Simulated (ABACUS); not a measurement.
Worked example: self-consistent single point of the (001) slab of Ge (cut from a parent of space group no. 194; 8 atoms in the cell) in ABACUS.

All values come from this method and carry its errors: LDA (PW92), numerical atomic orbitals DZP (confined pseudo-atomic orbitals; energy shift 0.003 Ry), PseudoDojo 0.4 standard norm-conserving LDA (tails mended) pseudopotentials (ABACUS).

```xyz
8
Lattice="3.9976 0.0000 0.0000 -1.9988 3.4620 0.0000 0.0000 0.0000 20.7293" Properties=species:S:1:pos:R:3 pbc="T T T"
Ge     1.9988     1.1540     9.1299
Ge     0.0000     2.3080     8.2997
Ge     0.0000     2.3080     5.8302
Ge     1.9988     1.1540     5.0000
Ge     1.9988     1.1540    15.7293
Ge     0.0000     2.3080    14.8991
Ge     0.0000     2.3080    12.4296
Ge     1.9988     1.1540    11.5994
```

Reference input (self-consistent single point, DFT, LDA (PW92), numerical atomic orbitals DZP (confined pseudo-atomic orbitals; energy shift 0.003 Ry), PseudoDojo 0.4 standard norm-conserving LDA (tails mended) pseudopotentials): basis = DZP numerical atomic orbitals, energy shift 0.003 Ry; KPT = Gamma 9 9 1 0 0 0; basis_type = lcao; dft_functional = PWLDA; ecutwfc = 100 Ry; smearing_method = fd; smearing_sigma = 0.00734986 Ry; potentials = PseudoDojo 0.4 standard norm-conserving LDA (tails mended); symmetry = 1; symmetry_prec = 1e-05; ks_solver = scalapack_gvx; scf_nmax = 100. This run's input differs from it in these lines:

```diff
@@ -10,4 +10,4 @@
 symmetry_prec        1e-05
-smearing_method      fd
-smearing_sigma       0.00734986
+smearing_method      gaussian
+smearing_sigma       0.0220496
 ks_solver            scalapack_gvx
```

Output (repeated stretches shortened):

```
 SELF-CONSISTENT
 -------------------------------------------

                  longest orb rcut (Bohr) = 8.1
   longest nonlocal projector rcut (Bohr) = 1.94
                     search radius (Bohr) = 20.1

                          real space grid = [ 50, 50, 250 ]
                                 init_chg = atomic

 LCAO ALGORITHM --------------- ION=   1  ELEC=   1--------------------------------

 Density error is 0.0243824335558
 E_KohnSham     -1427.2651505811     -19418.9386047306
 E_Fermi        0.2525164356         3.4356623626

 LCAO ALGORITHM --------------- ION=   1  ELEC=   2--------------------------------

   [... lines left out ...]

   [... 8 blocks of this kind left out ...]

 LCAO ALGORITHM --------------- ION=   1  ELEC=  11--------------------------------

 Density error is 1.23399336272e-06
 E_KohnSham     -1427.2647209474     -19418.9327592640
 E_Fermi        0.2830974458         3.8517383526

 LCAO ALGORITHM --------------- ION=   1  ELEC=  12--------------------------------

 Density error is 1.96031272131e-07
 E_KohnSham     -1427.2647209129     -19418.9327587954
 E_KS(sigma->0) -1427.2557322857     -19418.8104622480
 E_entropy(-TS) -0.0179772544        -0.2445930948
 E_Fermi        0.2830850110         3.8515691676
 charge density convergence is achieved
 final etot is -19418.932759 eV
 EFERMI = 3.8515691676 eV

 STATE ENERGY(eV) AND OCCUPATIONS    NSPIN == 1
   [... 65 lines left out ...]

 --------------------------------------------
 !FINAL_ETOT_IS -19418.9327587953703187 eV
 --------------------------------------------
```

The run converged in 12 iterations. Against the reference run the free energy goes down by 4.6 meV/atom.

The atom-centred basis is finite, which shifts total energies against plane waves. Forces and stress are left out: the polarisation orbitals used for some of these elements are too diffuse to give them reliably, and gaps can carry the same lack. This run is one point of a test of settings, so its values need not be converged; read them against the reference run alone. The bare cut can leave dangling bonds, and the run has no spin polarisation, so a lower magnetic or reconstructed surface may exist.

Cost on one core: roughly 80 core-seconds.

The atomic orbitals were generated for these runs; they are not ABACUS's published sets and were checked against plane waves on a few crystals only.

“Tails mended”: in these copies of the files the far tail of each local potential was reset to the Coulomb form.
